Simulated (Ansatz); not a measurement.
A plane-wave DFT run in Ansatz 0.2.0 (scalar-relativistic PAW potentials unless the input names others): input and command.

```yaml
crystal:
  lattice:
    - [7.37975837, 0.0, 0.0]
    - [0.0, 7.37975837, 0.0]
    - [0.0, 0.0, 7.37975837]
  atoms:
    - { symbol: Rb, position: [0.0, 0.0, 0.0] }
    - { symbol: Zn, position: [0.5, 0.5, 0.5] }
    - { symbol: H, position: [0.5, 0.5, 0.0] }
    - { symbol: H, position: [0.5, 0.0, 0.5] }
    - { symbol: H, position: [0.0, 0.5, 0.5] }
basis:
  ecutwfc: 420
kpoints:
  mp_grid: { grid: [10, 10, 10] }
hamiltonian:
  xc: pbe
  dispersion: d3bj
scf:
  occupations: { method: fermi_dirac, width: 0.15 }
  max_iter: 75
output:
  forces: true
  eigenvalues: true
  stress: true
```

```bash
ansatz run input.yaml --threads 2 --pin off --max-ram 5120MiB --backend cpu --events-out ev --progress --plain --runs-dir out
```

Abridged log:
```
Basis set: ecut = 420 eV, 7881 PW (Γ), exchange–correlation on 100×100×100 points (8 copies of the dense FFT grid, shifted against one another)
Bands: 17, of which v1, the nominal top of the filled ones, is band 12 counted from 1 (11 counted from 0)
Symmetry: 48 space group operations
k-points: 56 of 1000
SCF iter   1: F=—  HF=-6627.478462 eV  |F-HF|=—  |Δ(HF+E_count)|=         —  Δρ=1.26e-2  dr2=1.69e0  ethr=1.77e-3  ⟨swp⟩=8.6  Hψ=5392  notcnv=0
SCF iter   2: F=—  HF=-6626.861399 eV  |F-HF|=—  |Δ(HF+E_count)|=   6.17e-1  Δρ=6.56e-3  dr2=3.38e-1  ethr=1.77e-3  ⟨swp⟩=3.3  Hψ=2119  notcnv=0
SCF iter   3: F=—  HF=-6626.838246 eV  |F-HF|=—  |Δ(HF+E_count)|=   2.32e-2  Δρ=3.31e-3  dr2=7.48e-2  ethr=1.41e-3  ⟨swp⟩=2.4  Hψ=1562  notcnv=0
SCF iter   4: F=—  HF=-6626.831826 eV  |F-HF|=—  |Δ(HF+E_count)|=   6.42e-3  Δρ=1.90e-3  dr2=1.23e-2  ethr=3.11e-4  ⟨swp⟩=2.9  Hψ=1868  notcnv=0
SCF iter   5: F=—  HF=-6626.830251 eV  |F-HF|=—  |Δ(HF+E_count)|=   1.57e-3  Δρ=1.31e-3  dr2=5.18e-3  ethr=5.12e-5  ⟨swp⟩=2.0  Hψ=1905  notcnv=0
SCF iter   6: F=—  HF=-6626.827663 eV  |F-HF|=—  |Δ(HF+E_count)|=   2.59e-3  Δρ=1.70e-4  dr2=1.64e-4  ethr=2.16e-5  ⟨swp⟩=2.0  Hψ=1260  notcnv=0
SCF iter   7: F=—  HF=-6626.827866 eV  |F-HF|=—  |Δ(HF+E_count)|=   2.03e-4  Δρ=4.51e-5  dr2=9.60e-6  ethr=6.84e-7  ⟨swp⟩=2.0  Hψ=1176  notcnv=0
SCF iter   8: F=—  HF=-6626.827778 eV  |F-HF|=—  |Δ(HF+E_count)|=   8.73e-5  Δρ=6.70e-6  dr2=3.06e-7  ethr=4.00e-8  ⟨swp⟩=2.0  Hψ=1672  notcnv=0
SCF iter   9: F=-6626.827779 eV  HF=-6626.827779 eV  |F-HF|=6.89e-10  |Δ(HF+E_count)|=   3.43e-7  Δρ=1.20e-6  dr2=9.14e-9  ethr=4.17e-10  ⟨swp⟩=8.4  Hψ=5579  notcnv=0
SCF 1, on 17 bands, converged in 9 iterations: F = -6626.827779 eV; the run's SCF on all bands comes behind
The result of the SCF on 17 bands, without a stress, told ahead of the SCF on all bands, whose result is the run's:
SCF converged after 9 iterations
Free energy (F): -6626.827779 eV
Harris-Foulkes:  -6626.827779 eV  (|F-HF|=6.89e-10)
Internal energy: -6626.361431 eV  (E = F + TS)
E sigma→0 (E₀):  -6626.594605 eV
Entropy (-TS):   -0.466347 eV (-93.269 meV/atom)
Fermi energy:    -2.729346 eV
  E_disp       = -0.409885  (pairwise vdW)
--- Forces (eV/Å), atoms counted from 1 ---
  atom   1  Rb     0.00000000     0.00000000     0.00000000
  atom   2  Zn     0.00000000     0.00000000     0.00000000
  atom   3  H      0.00000000     0.00000000     0.00000000
  atom   4  H      0.00000000     0.00000000     0.00000000
  atom   5  H      0.00000000     0.00000000     0.00000000
Bands: 18, of which v1, the nominal top of the filled ones, is band 12 counted from 1 (11 counted from 0)
Initial density: handed on by an earlier stage of this run
SCF iter   1: F=—  HF=-6626.827890 eV  |F-HF|=—  |Δ(HF+E_count)|=         —  Δρ=1.47e-6  dr2=9.20e-9  ethr=1.20e-6  ⟨swp⟩=2.8  Hψ=8065  notcnv=0
SCF iter   2: F=—  HF=-6626.827779 eV  |F-HF|=—  |Δ(HF+E_count)|=   1.11e-4  Δρ=1.89e-6  dr2=5.72e-9  ethr=3.83e-11  ⟨swp⟩=9.6  Hψ=6134  notcnv=0
SCF iter   3: F=-6626.827779 eV  HF=-6626.827779 eV  |F-HF|=3.07e-9  |Δ(HF+E_count)|=  9.64e-11  Δρ=8.81e-7  dr2=2.18e-9  ethr=2.38e-11  ⟨swp⟩=2.0  Hψ=3247  notcnv=0
SCF 2 converged in 3 iterations: F = -6626.827779 eV  dr2 = 2.18e-9
SCF converged after 12 iterations (9 of them on 17 bands)
Free energy (F): -6626.827779 eV
Harris-Foulkes:  -6626.827779 eV  (|F-HF|=3.07e-9)
Internal energy: -6626.361432 eV  (E = F + TS)
E sigma→0 (E₀):  -6626.594606 eV
Entropy (-TS):   -0.466347 eV (-93.269 meV/atom)
Fermi energy:    -2.729318 eV
  E_disp       = -0.409885  (pairwise vdW)
--- Forces (eV/Å), atoms counted from 1 ---
  atom   1  Rb     0.00000000     0.00000000     0.00000000
  atom   2  Zn     0.00000000     0.00000000     0.00000000
  atom   3  H      0.00000000     0.00000000     0.00000000
  atom   4  H      0.00000000     0.00000000     0.00000000
  atom   5  H      0.00000000     0.00000000     0.00000000
--- Stress (GPa, compression-positive) ---
       -1.232322       0.000000       0.000000
        0.000000      -1.232322       0.000000
        0.000000       0.000000      -1.232322
  P = ⅓ Tr σ = -1.2323 GPa (-12.323 kbar)
```

The run was meant for a cell not far from equilibrium. Find the fault.

The fault is a lattice typed in bohr (lattice vectors times 1.890). Setting it back cures it. The run converged all the same, with an energy at zero smearing 1.6 eV/atom above the reference's, pressure -1.23 GPa, largest force 0.000 eV/Å, no gap on the mesh, so convergence alone doesn't show that an input is right. A reference run of the cell with lattice vectors 3.9052 0.0000 0.0000; 0.0000 3.9052 0.0000; 0.0000 0.0000 3.9052 Å and the atoms in their places converged with pressure 0.16 GPa, largest force 0.000 eV/Å, no gap on the mesh.

It took 24 s on 2 threads of Arm Neoverse V1 (shared host), peak memory 0.72 GiB.